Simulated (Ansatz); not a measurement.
Phases of B at 680 GPa

Structure types of B are relaxed in primitive cells with their symmetry kept at 680 GPa, first on PAW files, then by LAPW. The enthalpy is E + pV at zero temperature, without zero-point motion. Only the types listed were tried, and differences under about 5 meV/atom are mesh noise. The real phase may be another.

All numbers are LDA results (scalar-relativistic) from Ansatz 0.2.0, with Fermi–Dirac smearing of 0.05 eV, no spin polarisation. Methods: LAPW: all electrons, basis error target 0.5 meV/atom; PAW: frozen-core files, cutoff 420 eV.

k meshes: fcc 28×28×28, bcc 29×29×29, hcp 26×26×14, simple hexagonal 27×27×25, diamond 21×21×21, omega 14×14×19.

The PAW files were made under PBE.

```tsv
start type	ends as	a, b, c (Å)	V (Å³/atom)	H − H(lowest), LAPW (meV/atom)
fcc	fcc, Fm-3m	2.249, 2.249, 2.249	2.84	0.0
bcc	bcc, Im-3m	1.788, 1.788, 1.788	2.86	?
hcp	hcp, P6_3/mmc	1.578, 1.578, 2.630	2.84	?
simple hexagonal	simple hexagonal, P6/mmm	1.489, 1.489, 1.552	2.98	693.2
diamond	diamond, Fd-3m	3.013, 3.013, 3.013	3.42	3683.1
omega	omega, P6/mmm	2.509, 2.509, 1.574	2.86	516.8
```

Fill in "H − H(lowest), LAPW (meV/atom)" for the row "bcc".

582.2.

Fill in "H − H(lowest), LAPW (meV/atom)" for the row "hcp".

206.3.
